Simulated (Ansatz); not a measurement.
## Data sheet: AlGa₃As₄ (DFT)

AlGa3As4:
```yaml
crystal:
  lattice:
    - [4.06253, 0.00000, 0.00000]
    - [0.00000, 4.06253, 0.00000]
    - [0.00000, 0.00000, 11.46621]
  atoms:
    - { symbol: Ga, position: [0.00000, 0.00000, 0.74973] }
    - { symbol: As, position: [0.50000, 0.00000, 0.87489] }
    - { symbol: Ga, position: [0.50000, 0.50000, 0.00000] }
    - { symbol: As, position: [0.00000, 0.50000, 0.12511] }
    - { symbol: Ga, position: [0.00000, 0.00000, 0.25027] }
    - { symbol: As, position: [0.50000, 0.00000, 0.37595] }
    - { symbol: Al, position: [0.50000, 0.50000, 0.50000] }
    - { symbol: As, position: [0.00000, 0.50000, 0.62405] }
```

Space group P-4m2 (No. 115); conventional cell a = b = 4.0625 Å, c = 11.4662 Å, α = β = γ = 90.00°.

Method: PBE (plane waves, PAW; program Ansatz). Structure relaxed to zero pressure with the same functional. Other levels are named where they apply.

**Cell and energy**

| Property | Value |
|---|---|
| Volume per atom | 23.65 Å³ |
| Density | 4.70 g/cm³ |
| Formation energy from the elements (no fitted shifts) | -0.38 eV/atom |

**Electronic structure**

| Item | Value |
|---|---|
| Band gap | 0.53 eV (direct) |
| Valence-band maximum | at Γ |
| Conduction-band minimum | at Γ |
| Electron effective mass | 0.034, 0.034, 0.036 mₑ (principal values) |
| Electron effective mass with spin–orbit coupling | 0.032, 0.032, 0.034 mₑ (principal values) |
| Hole effective mass, band 1 of 2 at the edge | 2.8 along x, 0.40 along z (mₑ) |
| Hole effective mass, band 2 of 2 at the edge | 0.032 along x, 0.40 along z (mₑ) |
| Hole effective mass with spin–orbit coupling | 0.055, 0.058, 0.40 mₑ (principal values) |
| Gap with spin–orbit coupling | 0.42 eV |

**Mechanics**

| Item | Result |
|---|---|
| Bulk modulus (Birch–Murnaghan fit) | 62.1 GPa |
| Pressure derivative B′ | 4.8 |

The start of the workflow was typed in or built on a structure type; neither database checked (COD, Materials Project) lists it. Whether it is the stable phase at ambient conditions was not checked. The cell was relaxed with PBE under the symmetry of its start; whether a distortion lowers the energy is not shown. The references are the lowest solids computed at this level, not always the standard phases. Scalar-relativistic: spin–orbit coupling is off unless named, which matters more the heavier the elements.

Potentials: the earlier of the program's two PAW sets.
